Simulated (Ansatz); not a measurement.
SiNi3 (Cu3Au type, Pm-3m) under volume change, plane-wave PAW HSE06 (Ansatz code), scaled uniformly.

```json
[
 {"V (Å³/atom)": "9.429", "E − E(relaxed) (meV/atom)": "74.1", "P (GPa)": "27.77"},
 {"V (Å³/atom)": "9.740", "E − E(relaxed) (meV/atom)": "31.0", "P (GPa)": "16.89"},
 {"V (Å³/atom)": "10.051", "E − E(relaxed) (meV/atom)": "7.4", "P (GPa)": "7.73"},
 {"V (Å³/atom)": "10.361", "E − E(relaxed) (meV/atom)": "0.0", "P (GPa)": "0.02"},
 {"V (Å³/atom)": "10.672", "E − E(relaxed) (meV/atom)": "[?]", "P (GPa)": "[?]"},
 {"V (Å³/atom)": "10.983", "E − E(relaxed) (meV/atom)": "24.3", "P (GPa)": "-11.88"},
 {"V (Å³/atom)": "11.294", "E − E(relaxed) (meV/atom)": "[?]", "P (GPa)": "[?]"}
]
```

Task: What belongs in the gaps?

Result: 
- 10.672, E − E(relaxed) (meV/atom): 6.4
- 10.672, P (GPa): -6.44
- 11.294, E − E(relaxed) (meV/atom): 51.8
- 11.294, P (GPa): -16.43

Task: What does a third-order Birch–Murnaghan fit give for V₀, B₀ and B′?

Result: V₀ = 10.36 Å³/atom, B₀ = 235 GPa, B′ = 4.8.

The cell was relaxed with HSE06 under the symmetry of its start. The workflow began spin-polarised and lost its moments. The hybrid run found no gap, on a coarse k-mesh.

Potentials: the later of the program's two PAW sets.
